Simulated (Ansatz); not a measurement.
An Ansatz input:

```yaml
crystal:
  lattice:
    - [-1.6311557648, 1.3404978315, 1.1956281472]
    - [1.3404978315, -1.6311557648, 1.1956281472]
    - [3.022506711, 3.022506711, -1.7279686844]
  atoms:
    - { symbol: Co, position: [0.9583031049, 0.0416968951, 0.0], spin: -1.692 }
    - { symbol: Co, position: [0.7916968951, 0.2083031049, 0.5], spin: -1.692 }
hamiltonian:
  xc: blyp
  pseudopotentials:
    kind: paw
    azcp:
      Co: "pseudopotentials/Co.paw.azcp"
basis:
  ecutwfc: 420
  fft_grid_basis: typed
kpoints:
  mp_grid: { grid: [18, 18, 9], shift: [0, 0, 0] }
magnetization:
  spin_polarized: true
scf:
  occupations: { method: fermi_dirac, width: 0.05 }
  lower_state_search: "off"
output:
  stress: true
```

Output

```
Engine: ansatz 0.2.0, x86_64-unknown-linux-gnu
Pseudopotentials: kind: paw
Pseudopotential: Co, paw, valence charge 17, recommended cutoff 420 eV (normal) 
Functional definition: BLYP
  parameter beta = 0.0042
  parameter a = 0.04918
  parameter b = 0.132
  parameter c = 0.2533
  parameter d = 0.349
  exchange = b88_x(beta = beta)
  correlation = lyp_c(a = a, b = b, c = c, d = d)
Crystal: 2 atoms, lattice volume = 19.985 Å³
Basis set: ecut = 420 eV, 391 PW (Γ), exchange–correlation on 36×36×64 points (8 copies of the dense FFT grid, shifted against one another)
Bands: 23, of which v1, the nominal top of the filled ones, is band 17 counted from 1 (16 counted from 0)
Symmetry: 4 space group operations
Space group: C2/c (ITA 15), of the structure as read, at distance tolerance 2.7e-5 Å
Magnetic group: BNS 15.85 (UNI 92), of the structure as read, at distance tolerance 2.7e-5 Å
k-points: 775 of 2916
Non-local potential: Co, projectors of the file, l = 0: 3, l = 1: 2, l = 2: 3, l = 3: 1
PAW form: soft (Blöchl's): semilocal exchange-correlation on the pseudo side does not see the compensation charge
PAW frozen core: Co, regenerated for the run's functional, and the local potential with it (the file was generated under x = pbe(κ = 0.804, μ = 0.2195149727645171), c = pbe(β = 0.06672455060314922))
PAW one-centre angular grid: Co, 590 points (default); XC on 64 Gauss nodes
Initial density: superposition of atomic densities (chi_scale 0.1, normalization cell)
Starting moments: Σ|m| = 3.384 μB on 2 of 2 sites
Initial wavefunctions: pseudopotential atomic-orbital guess
Functional: x = b88, c = lyp
iter 1 solved again at ethr=1.71e-4 eV; its pass at ethr=3.10e-3 eV (dr2=5.82e-2 eV) is discarded
SCF iter   1: F=—  HF=-10268.157977 eV  |F-HF|=—  |Δ(HF+E_count)|=         —  Δρ=4.05e-2 (↑4.05e-2 ↓2.18e-2)  dr2=5.84e-2  dr2_m=1.66e-1  M=-3.032 μB ∫|m|=3.105 μB  β_m=0.30  ethr=1.71e-4  ⟨swp⟩=1.0  Hψ=182505  notcnv=0
SCF iter   2: F=—  HF=-10268.207220 eV  |F-HF|=—  |Δ(HF+E_count)|=   4.92e-2  Δρ=2.83e-2 (↑2.83e-2 ↓2.04e-2)  dr2=1.60e-2  dr2_m=1.05e-1  M=-3.039 μB ∫|m|=3.147 μB  β_m=0.30  ethr=1.71e-4  ⟨swp⟩=2.1  Hψ=51436  notcnv=0
SCF iter   3: F=—  HF=-10268.235640 eV  |F-HF|=—  |Δ(HF+E_count)|=   2.84e-2  Δρ=1.92e-2 (↑1.92e-2 ↓1.90e-2)  dr2=2.77e-3  dr2_m=6.61e-2  M=-3.045 μB ∫|m|=3.181 μB  β_m=1.00  ethr=4.70e-5  ⟨swp⟩=2.0  Hψ=59524  notcnv=0
SCF iter   4: F=—  HF=-10268.249775 eV  |F-HF|=—  |Δ(HF+E_count)|=   1.41e-2  Δρ=6.48e-3 (↑3.35e-3 ↓6.48e-3)  dr2=9.83e-4  dr2_m=4.40e-3  M=-3.039 μB ∫|m|=3.246 μB  β_m=1.00  ethr=8.14e-6  ⟨swp⟩=2.1  Hψ=73554  notcnv=0
SCF iter   5: F=—  HF=-10268.261509 eV  |F-HF|=—  |Δ(HF+E_count)|=   1.17e-2  Δρ=2.76e-3 (↑1.30e-3 ↓2.76e-3)  dr2=2.51e-4  dr2_m=7.48e-4  M=-3.047 μB ∫|m|=3.273 μB  β_m=1.00  ethr=2.89e-6  ⟨swp⟩=2.0  Hψ=54347  notcnv=0
SCF iter   6: F=—  HF=-10268.271810 eV  |F-HF|=—  |Δ(HF+E_count)|=   1.03e-2  Δρ=1.41e-3 (↑1.41e-3 ↓8.94e-4)  dr2=2.45e-5  dr2_m=2.32e-4  M=-3.056 μB ∫|m|=3.288 μB  β_m=1.00  ethr=7.38e-7  ⟨swp⟩=2.1  Hψ=58903  notcnv=0
SCF iter   7: F=—  HF=-10268.278228 eV  |F-HF|=—  |Δ(HF+E_count)|=   6.42e-3  Δρ=9.94e-4 (↑9.94e-4 ↓5.97e-4)  dr2=1.56e-5  dr2_m=1.13e-4  M=-3.063 μB ∫|m|=3.299 μB  β_m=0.30  ethr=7.21e-8  ⟨swp⟩=2.0  Hψ=62201  notcnv=0
Mixer restart at iter 7: flushing history
spin-set hold released at iteration 7 (site moments contracting): the magnetisation degrees of freedom join the quasi-Newton model from the next iteration; the mixer history was flushed
SCF iter   8: F=—  HF=-10268.282506 eV  |F-HF|=—  |Δ(HF+E_count)|=   4.28e-3  Δρ=1.17e-3 (↑1.17e-3 ↓9.96e-4)  dr2=3.23e-6  dr2_m=2.15e-4  M=-3.067 μB ∫|m|=3.307 μB  β_m=0.65  ethr=4.59e-8  ⟨swp⟩=2.0  Hψ=62324  notcnv=0
SCF iter   9: F=—  HF=-10268.287049 eV  |F-HF|=—  |Δ(HF+E_count)|=   4.54e-3  Δρ=1.25e-3 (↑1.25e-3 ↓5.83e-4)  dr2=5.10e-5  dr2_m=1.53e-4  M=-3.082 μB ∫|m|=3.331 μB  β_m=0.82  ethr=9.50e-9  ⟨swp⟩=3.0  Hψ=87221  notcnv=0
SCF iter  10: F=—  HF=-10268.287296 eV  |F-HF|=—  |Δ(HF+E_count)|=   2.47e-4  Δρ=1.74e-3 (↑1.28e-3 ↓1.74e-3)  dr2=9.35e-4  dr2_m=9.74e-6  M=-3.084 μB ∫|m|=3.334 μB  β_m=0.56  ethr=9.50e-9  ⟨swp⟩=3.0  Hψ=83741  notcnv=0  recentre
SCF iter  11: F=—  HF=-10268.287078 eV  |F-HF|=—  |Δ(HF+E_count)|=   2.19e-4  Δρ=1.05e-4 (↑1.05e-4 ↓6.22e-5)  dr2=2.02e-7  dr2_m=1.26e-6  M=-3.084 μB ∫|m|=3.335 μB  β_m=0.78  ethr=9.50e-9  ⟨swp⟩=3.0  Hψ=77336  notcnv=0
SCF iter  12: F=-10268.287078 eV  HF=-10268.287078 eV  |F-HF|=7.69e-9  |Δ(HF+E_count)|=   3.42e-7  Δρ=1.62e-5 (↑1.62e-5 ↓1.34e-5)  dr2=1.63e-8  dr2_m=3.24e-8  M=-3.085 μB ∫|m|=3.335 μB  ethr=2.94e-10  ⟨swp⟩=4.0  Hψ=112952  notcnv=0
SCF 1 converged in 12 iterations: F = -10268.287078 eV  dr2 = 1.63e-8
SCF converged after 12 iterations
Magnetization: -3.0845 μB (15.4577 up, 18.5423 down)
Absolute magnetization: 3.3369 μB (∫|ρ↑−ρ↓|, with the PAW one-centre terms)
Spin contamination: 0.0412 ħ² per cell (⟨S²⟩ above its minimum at these occupations)
Per-site moments (μB) at R_I (Å): [(-1.600663560148055, 0.9936461424730841), (-1.600663560148055, 0.9936461424730841)]
Free energy (F): -10268.287078 eV
Harris-Foulkes:  -10268.287078 eV  (|F-HF|=7.69e-9)
Internal energy: -10268.273592 eV  (E = F + TS)
E sigma→0 (E₀):  -10268.280335 eV
Entropy (-TS):   -0.013486 eV (-6.743 meV/atom)
Fermi energy:    21.035026 eV
--- Per-component energies (eV) ---
  E_band       = -408.223946
  E_kinetic    = 914.285184
  E_local      = -5438.714934  (includes V_loc(G=0)·N_el)
  E_nonlocal   = 908.846024
  E_hartree    = 2298.577846
  E_xc         = -316.676189
  E_vxc        = -407.471579  (∫ρ·V_xc dr)
  E_paw        = -3054.588814  (= ΣΔE_a)
  E_vpaw       = -982.336810  (= ΣTr[D̂ρ^β])
  E_aug_tail   = 0.000164  (compensation charges beyond the density's cutoff)
  E_ewald      = -5580.017055
  E_core_change = 0.014181  (= ΣΔE_core)
  E_smearing   = -0.013486  (= −TS)
  E_closure    = 0.000000  (closes the sum)
  Σ components = -10268.287078   (vs F -10268.287078, Δ=0.00e0)
--- Stress (GPa, compression-positive) ---
       32.607061      -0.054636      -0.001861
       -0.054636      32.607061      -0.001861
       -0.001861      -0.001861      32.722383
  P = ⅓ Tr σ = 32.6455 GPa (326.455 kbar)
```
